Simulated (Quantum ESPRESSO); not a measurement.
Band energies of Bi2Se3

```xyz
5
Lattice="2.0717 1.1961 9.4564 -2.0717 1.1961 9.4564 0.0000 -2.3922 9.4564" Properties=species:S:1:pos:R:3 pbc="T T T"
Se     0.0000     0.0000     0.0000
Se     0.0000     0.0000     5.9653
Se     0.0000     0.0000    22.4039
Bi     0.0000     0.0000    11.3735
Bi     0.0000     0.0000    16.9956
```

PBEsol (Quantum ESPRESSO, PseudoDojo norm-conserving, 86 Ry, scalar-relativistic); path ΓLB1,BZΓX,QFP1Z,LP; energies in eV from the valence-band maximum.

| k (1/Å) | point | band 35 | band 36 | band 37 | band 38 | band 39 | band 40 | band 41 | band 42 |
|---|---|---|---|---|---|---|---|---|---|
| 0.00 | Γ | -1.91 | -1.91 | -1.25 | -1.25 | 0.00 | 0.07 | 1.25 | 1.25 |
| 0.22 |  | -1.76 | -1.44 | -1.43 | -1.02 | -0.82 | 1.06 | 1.72 | 1.75 |
| 0.44 |  | -2.40 | -1.99 | -1.30 | -1.16 | -0.57 | 1.12 | 1.83 | 2.06 |
| 0.66 |  | -2.90 | -2.77 | -1.80 | -1.26 | -0.58 | 0.84 | 1.84 | 2.47 |
| 0.88 | L | -3.14 | -3.08 | -2.32 | -1.26 | -0.56 | 0.70 | 1.73 | 2.89 |
| 1.15 |  | -2.65 | -2.47 | -2.24 | -1.80 | -1.44 | 2.17 | 2.51 | 3.11 |
| 1.42 | B1 | -3.47 | -2.67 | -1.99 | -1.12 | -0.74 | 1.51 | 2.07 | 2.78 |
| 1.42 | B | -3.47 | -2.67 | -1.99 | -1.12 | -0.74 | 1.51 | 2.07 | 2.78 |
| 1.62 |  | -3.78 | -2.18 | -1.67 | -1.09 | -0.67 | 1.40 | 1.85 | 2.47 |
| 2.01 |  | -2.14 | -2.00 | -1.71 | -1.16 | -0.96 | 1.56 | 1.94 | 2.21 |
| 2.20 |  | -2.06 | -1.58 | -1.55 | -0.74 | -0.41 | 0.91 | 1.03 | 1.66 |
| 2.40 | Z | -1.62 | -1.62 | -1.48 | -1.48 | -0.58 | 0.64 | 1.61 | 1.61 |
| 2.40 | Γ | -1.91 | -1.91 | -1.25 | -1.25 | 0.00 | 0.07 | 1.25 | 1.25 |
| 2.55 |  | -1.82 | -1.51 | -1.36 | -1.32 | -0.39 | 0.57 | 1.53 | 1.55 |
| 2.69 |  | -2.13 | -2.12 | -1.01 | -0.70 | -0.62 | 0.95 | 1.48 | 1.74 |
| 2.84 |  | -2.56 | -2.46 | -0.99 | -0.65 | -0.55 | 1.09 | 1.36 | 1.87 |
| 2.99 |  | -3.02 | -2.89 | -1.35 | -1.01 | -0.64 | 1.36 | 1.73 | 2.18 |
| 3.28 |  | -2.90 | -2.74 | -2.30 | -1.71 | -0.68 | 1.63 | 2.61 | 3.02 |
| 3.43 | X | -3.10 | -3.07 | -1.78 | -1.34 | -0.71 | 1.50 | 2.40 | 2.48 |
| 3.43 | Q | -3.10 | -3.07 | -1.78 | -1.34 | -0.71 | 1.50 | 2.40 | 2.48 |
| 3.75 |  | -3.38 | -2.85 | -1.34 | -0.99 | -0.78 | 1.15 | 1.66 | 1.91 |
| 3.92 | F | -2.55 | -2.00 | -1.95 | -1.77 | -1.01 | 1.22 | 1.86 | 2.49 |
| 3.92 | P1 | -2.70 | -2.52 | -1.60 | -1.44 | -1.19 | 1.24 | 1.90 | 2.22 |
| 4.08 |  | -2.66 | -2.57 | -1.49 | -1.31 | -0.85 | 1.08 | 1.84 | 2.08 |
| 4.42 |  | -2.29 | -2.01 | -1.44 | -1.17 | -0.33 | 0.80 | 1.65 | 2.25 |
| 4.59 |  | -2.05 | -2.04 | -1.20 | -0.78 | -0.35 | 0.72 | 1.11 | 1.55 |
| 4.76 | Z | -1.62 | -1.62 | -1.48 | -1.48 | -0.58 | 0.64 | 1.61 | 1.61 |
| 4.76 | L | -3.14 | -3.08 | -2.32 | -1.26 | -0.56 | 0.70 | 1.73 | 2.89 |
| 4.99 | P | -2.70 | -2.52 | -1.60 | -1.44 | -1.19 | 1.24 | 1.90 | 2.22 |

The PBEsol gap is direct, 0.07 eV at Γ.

Spin-orbit coupling is left out; with 6p states at a band edge it can lower the gap by many tenths of an eV, most of a small gap. So small a PBEsol gap in heavy elements may be inverted, where one-shot corrections to single bands mislead.

Geometry relaxed with PBE+D3(BJ).
